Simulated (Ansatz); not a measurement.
Ansatz (an electronic-structure program) input:

Ansatz 0.2 input:
```yaml
crystal:
  lattice:
    - [3.8096642288, 0.0, 0.0]
    - [0.0, 3.8096642288, 0.0]
    - [0.0, 0.0, 3.8096642288]
  atoms:
    - { symbol: Pb, position: [0.0, 0.0, 0.0] }
    - { symbol: V, position: [0.5, 0.5, 0.5] }
    - { symbol: O, position: [0.5, 0.5, 0.0] }
    - { symbol: O, position: [0.5, 0.0, 0.5] }
    - { symbol: O, position: [0.0, 0.5, 0.5] }
kpoints:
  mp_grid: { grid: [11, 11, 11] }
basis: { xc_grid: 2, fft_grid_basis: typed }
hamiltonian:
  xc: lda
  pseudopotentials: { kind: paw }
scf:
  occupations: { method: gaussian, width: 0.05 }
checkpoint: { read: metal.run }
output: { write_density: true, elf: true, volumetric_format: npy }
```

Output (shortened):

```
Pseudopotentials: kind: paw
Pseudopotential: Pb, paw, valence charge 14
Pseudopotential: V, paw, valence charge 13
Pseudopotential: O, paw, valence charge 6
Functional definition: SPW92
Crystal: 5 atoms, lattice volume = 55.292 Å³
Basis set: ecut = 420 eV, 1045 PW (Γ), exchange–correlation on 54×54×54 points (8 copies of the dense FFT grid, shifted against one another)
Bands: 33, of which v1, the nominal top of the filled ones, is band 23 counted from 1 (22 counted from 0)
Symmetry: 48 space group operations
Space group: Pm-3m (ITA 221), of the structure as read, at distance tolerance 3.8e-5 Å
k-points: 56 of 1331
PAW frozen core: Pb, regenerated for the run's functional, and the local potential with it
PAW frozen core: V, regenerated for the run's functional, and the local potential with it
PAW frozen core: O, regenerated for the run's functional, and the local potential with it
Initial density: read from a saved state, or passed on in memory by an earlier SCF of this step, an earlier step, the calling program or the single point that …
Stability of the state it starts from, as read at its close in the unpolarized treatment …
Initial wavefunctions: pseudopotential atomic-orbital guess
Eigensolver: davidson
Functional: x = slater, c = lda
iter 1 solved again at ethr=5.11e-8 eV; its pass at ethr=3.10e-3 eV (dr2=2.30e-5 eV) is discarded
SCF iter   1: F=—  HF=-16130.891097 eV  |F-HF|=—  |Δ(HF+E_count)|=         —  Δρ=8.32e-7  dr2=2.48e-10  ethr=5.11e-8  ⟨swp⟩=4.1  Hψ=12891  notcnv=0
all-band conjugate gradients solve this SCF's bands
preconditioner: auto → Kerker (q_TF=auto, 2.636 Å⁻¹)
SCF iter   2: F=-16130.891097 eV  HF=-16130.891097 eV  |F-HF|=2.73e-11  |Δ(HF+E_count)|=   1.77e-8  Δρ=3.45e-7  dr2=4.55e-11  ethr=1.00e-12  ⟨swp⟩=7.4  Hψ=7620  notcnv=0
SCF 1 converged in 2 iterations: F = -16130.891097 eV  dr2 = 4.55e-11
SCF converged after 2 iterations
Free energy (F): -16130.891097 eV
Harris-Foulkes:  -16130.891097 eV  (|F-HF|=2.73e-11)
Internal energy: -16130.888265 eV  (E = F + TS)
E sigma→0 (E₀):  -16130.889681 eV
Entropy (-TS):   -0.002833 eV (-0.567 meV/atom)
Fermi energy:    13.586412 eV
--- Per-component energies (eV) ---
  E_band       = -137.212554
  E_kinetic    = 1149.119487
  E_local      = -2682.726471  (includes V_loc(G=0)·N_el)
  E_nonlocal   = 458.612510
  E_hartree    = 1076.614934
  E_xc         = -569.494700
  E_vxc        = -582.413495  (∫ρ·V_xc dr)
  E_paw        = -11598.116848  (= ΣΔE_a)
  E_vpaw       = -633.042312  (= ΣTr[D̂ρ^β])
  E_aug_tail   = 0.007861  (compensation charges beyond the density's cutoff)
  E_ewald      = -3965.464239
  E_core_change = 0.559201  (= ΣΔE_core)
  E_smearing   = -0.002833  (= −TS)
  E_closure    =  0.000000  (closes the sum)
  Σ components = -16130.891097   (vs F -16130.891097, Δ=0.00e0)
  [band-id]    e_kinetic+e_local+e_nonlocal+2·e_hartree+e_vxc+e_vpaw+e_augmentation_tail = -137.212551   (vs E_band -137.212554, Δ=2.54e-6)
--- Band table (eV; the first three rows and the last of 56) ---
  k-point 0: bands = ["-51.4742", "-25.6629", "-25.6629", "-25.6629", "-6.5545", "-5.0474", "-5.0474", "-3.2868", "-3.2868", "-3.2868", "-3.1181", "-3.1181", "6.2908", "7.3728", "7.3728", "7.3728", "10.1481", "10.1481", "10.1481", "10.7632", "10.7632", "10.7632", "12.7766", "12.7766", "12.7766", "15.0783", "15.0783", "20.2388", "20.2388", "20.2388", "22.2401", "22.2401", "25.3305"]
  k-point 1: bands = ["-51.4741", "-25.6660", "-25.6627", "-25.6627", "-6.5073", "-5.0366", "-5.0296", "-3.2928", "-3.2928", "-3.2864", "-3.1402", "-3.1153", "5.9361", "7.4117", "7.4117", "7.6720", "10.0455", "10.0455", "10.1285", "10.5758", "10.7061", "10.7061", "12.7761", "12.9829", "12.9829", "15.0782", "15.3724", "19.5370", "20.1215", "20.1215", "22.3737", "22.8136", "25.5709"]
  k-point 2: bands = ["-51.4740", "-25.6745", "-25.6623", "-25.6623", "-6.3751", "-5.0113", "-4.9797", "-3.3088", "-3.3088", "-3.2851", "-3.2018", "-3.1085", "5.3827", "7.5240", "7.5240", "7.8873", "9.7418", "9.7418", "10.0801", "10.4246", "10.6682", "10.6682", "12.7747", "13.4486", "13.4486", "15.0780", "16.0174", "18.3045", "19.8163", "19.8163", "22.7514", "23.6960", "26.2783"]
  k-point 55: bands = ["-51.4723", "-25.6968", "-25.6968", "-25.6968", "-5.0171", "-4.9875", "-4.9875", "-3.2210", "-3.2210", "-2.8359", "-2.8250", "-2.8250", "5.3093", "5.7757", "5.7757", "6.2658", "6.9317", "6.9365", "6.9365", "11.3955", "11.3955", "11.4055", "14.8256", "14.8548", "14.8548", "19.0731", "19.2205", "19.2205", "19.2432", "19.2432", "23.9787", "23.9787", "24.0399"]
  band table: 33 of 33 bands, residual norms ≤ 1.0e-3 eV
```

Cost: roughly 7 core-seconds on shared cores.

The workflow started from an entry of the Crystallography Open Database (COD); the relaxed space group is not among those it files for this formula. COD files the formula under space group No. 99. Its standing as an ambient phase is unchecked. The cell was relaxed with LDA under the symmetry of its start; whether a distortion lowers the energy is not shown. No spin polarisation was allowed. The volume moved by -18 % from the start of the relaxation. The volume fell by over 15 % from the filed cell, which may lack light atoms or belong to other conditions. No Hubbard U is applied. Without spin polarisation and U, an open-shell compound can come out a false metal. Scalar-relativistic: spin–orbit coupling is off unless named, which matters more the heavier the elements.

Potentials: the later of the program's two PAW sets.

Ansatz is a plane-wave DFT program.
